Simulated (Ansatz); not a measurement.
This cell of TiAl₃ (D022 type, space group I4/mmm) is off equilibrium:

```yaml
crystal:
  lattice:
    - [-1.96530, 1.96530, 4.34620]
    - [1.96530, -1.96530, 4.34620]
    - [1.96530, 1.96530, -4.34620]
  atoms:
    - { symbol: Al, position: [0.50000, 0.50000, 0.00000] }
    - { symbol: Al, position: [0.75000, 0.25000, 0.50000] }
    - { symbol: Al, position: [0.25000, 0.75000, 0.50000] }
    - { symbol: Ti, position: [0.00000, 0.00000, 0.00000] }
```

Level of theory: PBE (plane waves to 420 eV, PAW, scalar-relativistic; Ansatz, an electronic-structure program). k mesh 17×17×17 (Γ-centred), Fermi-Dirac smearing 0.05 eV. Energies are smeared free energies. Compression counts positive. With partly filled bands, the response to shear is sensitive to the k mesh, so small differences along c/a are uncertain. TiAl3 is run without spin polarisation. TiAl3 was relaxed with its symmetry unable to fall.

Q: What is the stress tensor (GPa)?

A: 
```
   -5.7      0.0      0.0
    0.0     -5.7      0.0
    0.0      0.0     -3.4
```
The pressure, a third of the trace, is -5.0 GPa.

Q: It is the relaxed cell deformed to V/V₀ = 1.053, (c/a)/(c/a)₀ = 0.987, c along z, fractional positions held. What is its energy relative to the relaxed cell?

A: 15 meV/atom.

(Under strain, the slope of the energy per volume gives the stress and its curvature an elastic modulus.)
